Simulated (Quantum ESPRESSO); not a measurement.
One change at a time to Ag3CuPtTi3

These are calculations, not measurements. They come from Quantum ESPRESSO 7.5, a public plane-wave density functional program. Each row is one single-point run on a made-up periodic cell of eight metal atoms, with elements, volume, strain and displacements drawn at random and not relaxed, so a cell may be unstable or far from any real phase. There is no spin polarisation or spin-orbit coupling.

Settings: PBE unless stated; PseudoDojo standard norm-conserving files; Fermi-Dirac width 0.25 eV, which means electrons at about 2900 K; cutoff 1252 eV; 8 x 4 x 3 k mesh shifted half a step off Gamma. E is the free energy of the whole cell (internal energy minus TS), so a -TS column is already part of it. Stress is positive in tension, and the pressure P is minus a third of its trace.

Checks: one run of this series was repeated at a higher cutoff and on a denser mesh, which moved values by no more than 0.002 eV, 0.07 GPa and 0.008 eV/Å, and a second program with other atomic files agreed on it to 2 % rms in force and 0.5 GPa in pressure. Known limits: the copper pseudopotential is less sure than most, with forces differing by about three percent and pressure by about two GPa from a second method on plain copper; heavy elements are run without spin-orbit coupling, which real alloys of them have; a spin test at this wide smearing found no moment, but such smearing suppresses magnetism that the real alloy may have.

The lattice is face-centred cubic, and the cell vectors in Å are (0.028, 1.992, 1.998); (-0.051, 4.028, -4.040); (-7.909, -2.018, 1.914), a volume of 127.68 Å³ in run 1. The elements on sites 1 to 8 are Ti Ti Ag Ag Ag Cu Ti Pt. Each later run makes one change to run 1 and keeps the rest. E is counted from run 1, and is n/a where other atomic files have another zero of energy.

```
run                           change  V (Å³)  P (GPa)  -TS (eV)  rms force (eV/Å)  largest change of a force component (eV/Å)  E (eV)
  1                             none  127.68     6.09    -1.511             0.800                                       0.000   0.000
  2          sites 4 and 6 exchanged  127.68     4.97    -1.507             0.535                                       1.245  -0.313
  3    all lengths scaled by -0.50 %  125.77     8.37    -1.490             0.830                                       0.116   0.086
  4           PBEsol in place of PBE  127.68    -0.63    -1.509             0.772                                       0.123     n/a
  5                      W on site 2  127.68     4.77    -1.389             0.786                                       0.494     n/a
  6  site 5 moved by -0.05 Å along y  127.68     6.19    -1.511             0.833                                       0.307       ?
```

## Worked estimate

Along the move dE = -F dx. The force on site 5 along y is 0.335 eV/Å in run 1 and 0.643 eV/Å in run 6, and the move is -0.05 Å, so the mean force times the move gives an estimate.

## Withheld value

Question: what E should run 6 give?

The estimate is 0.024 eV. The calculation gave 0.024 eV.
